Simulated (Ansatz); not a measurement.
Relaxing a structure of Pb

The start is a generated cell, Pb built in the beta-Sn structure type. A full variable-cell relaxation at zero pressure is run with r2SCAN (plane waves to 500 eV, PAW, scalar-relativistic; Ansatz, a program for electronic structure). The first steps use a coarse 11×11×11 k-mesh.

The start:
```
CELL_PARAMETERS angstrom
     -3.07853     3.07853     1.67968
      3.07853    -3.07853     1.67968
      3.07853     3.07853    -1.67968
ATOMIC_POSITIONS crystal
  Pb 0.75000 0.25000 0.50000
  Pb 0.00000 0.00000 0.00000
```

### Question
How much energy is released per atom?

### Answer
Under 0.01 eV/atom.

### Question
How does the volume change?

### Answer
+0.9 %, from 31.84 to 32.13 Å³/atom.

### Question
Is the relaxed structure metallic? Give its gap.

### Answer
Zero (metallic).

### Question
Write out the relaxed structure.

### Answer

```cif
data_Pb4
_chemical_formula_sum 'Pb4'
_space_group_name_H-M_alt 'I41/amd :1'
_space_group_IT_number 141
_space_group_name_Hall 'I 4bw 2bw -1bw'
_cell_length_a 6.20958
_cell_length_b 6.20958
_cell_length_c 3.33286
_cell_angle_alpha 90.000
_cell_angle_beta 90.000
_cell_angle_gamma 90.000
loop_
_atom_site_label
_atom_site_type_symbol
_atom_site_symmetry_multiplicity
_atom_site_Wyckoff_symbol
_atom_site_fract_x
_atom_site_fract_y
_atom_site_fract_z
_atom_site_occupancy
Pb1 Pb 4 a 0.00000 0.00000 0.00000 1
```
(The calculation used a cell of 2 atoms; values per cell refer to that cell.)

The space group stays I4₁/amd (No. 141) (the run could not lower it); the end is AFLOW prototype A_tI4_141_a (A5, as in Sn), with 2 atoms in the primitive cell. Final values are on a 16×16×16 k-mesh of the relaxed cell. No spin polarisation in the result.

The run could not lose the symmetry of its start, so the end can be a saddle point.

All atoms sit on sites fixed by symmetry, so only the cell could relax.

The relaxed structure here is a generated cell of Pb: the first start was made by placing the elements on the sites of a structure type, and the end was not matched to a known phase here, so it may be hypothetical. Known forms of Pb include space group No. 225.
